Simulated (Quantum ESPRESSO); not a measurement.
## Ga3InP4 (convergence and cost over cutoff and k mesh)

Computed values, not a measurement. The program is pw.x of Quantum ESPRESSO 7.5 (plane-wave density functional theory). The cell is made up: 8 atoms on a zincblende/diamond lattice, with randomly drawn elements, strain and displacements, not relaxed. PseudoDojo standard norm-conserving files (v0.5 for PBE, v0.4.1 for LDA and PBEsol) set the functional; there is no spin polarisation, spin-orbit coupling or dispersion term, and the masses in the input are unused placeholders.

Input of the run in row 4:

```
&control calculation='scf', pseudo_dir='./dojo.nc.sr.pbe.v0_5.standard.upf', outdir='./o', disk_io='medium', tprnfor=.true., tstress=.true. /
&system ibrav=0, nat=8, ntyp=3, nbnd=42, ecutwfc=79.96652505, nosym=.true., tot_charge=0,
 occupations='smearing', smearing='fd', degauss=0.0018374661
/
&electrons conv_thr=7.350e-09, electron_maxstep=60, /
ATOMIC_SPECIES
Ga 1.0 Ga.upf
In 1.0 In.upf
P 1.0 P.upf
CELL_PARAMETERS angstrom
5.5924 0.0715 0.0531
0.0715 5.5198 0.0475
0.0531 0.0475 5.4433
ATOMIC_POSITIONS angstrom
Ga -0.0391 -0.0055 0.0277
Ga 0.032 2.8286 2.7845
Ga 2.8526 0.1044 2.7976
In 2.8042 2.8085 0.0412
P 1.4355 1.4095 1.3827
P 1.4768 4.2039 4.1047
P 4.249 1.4324 4.1067
P 4.2328 4.2371 1.4091
K_POINTS automatic
4 4 4 1 1 1
```

The same cell was run at these settings. Meshes are shifted by half a step, and differences are from the last row, which is itself not exact.

```
cutoff (eV)     k mesh  k points solved  threshold (eV)  free energy less the last row's (eV)  pressure (GPa)  largest stress difference (GPa)  largest force difference (eV/Å)  iterations  wall time (s)  k-point pools              processor
        762  2 x 2 x 2                4           1e-04                                 5.583          -37.29                            43.14                            0.029           6             31              1  AMD EPYC, Zen 5 class
       1088  2 x 2 x 2                4           1e-07                                 0.492            5.76                             0.32                            0.022          10             82              1  AMD EPYC, Zen 5 class
        729  4 x 4 x 4               32           1e-07                                 8.859          -61.54                            67.06                            0.008          10            167              1  AMD EPYC, Zen 5 class
       1088  4 x 4 x 4               32           1e-07                                 0.010            5.43                             0.02                            0.001          10            372              1  AMD EPYC, Zen 5 class
       1377  6 x 6 x 6              108           1e-07                                 0.000            5.45                             0.00                            0.000          10           3506              1  AMD EPYC, Zen 5 class
```

Each pool is one process. Wall times include start-up and a band step at six k points, which weighs most on the coarsest meshes. The runs were on shared virtual cores whose load varied, so times are rough.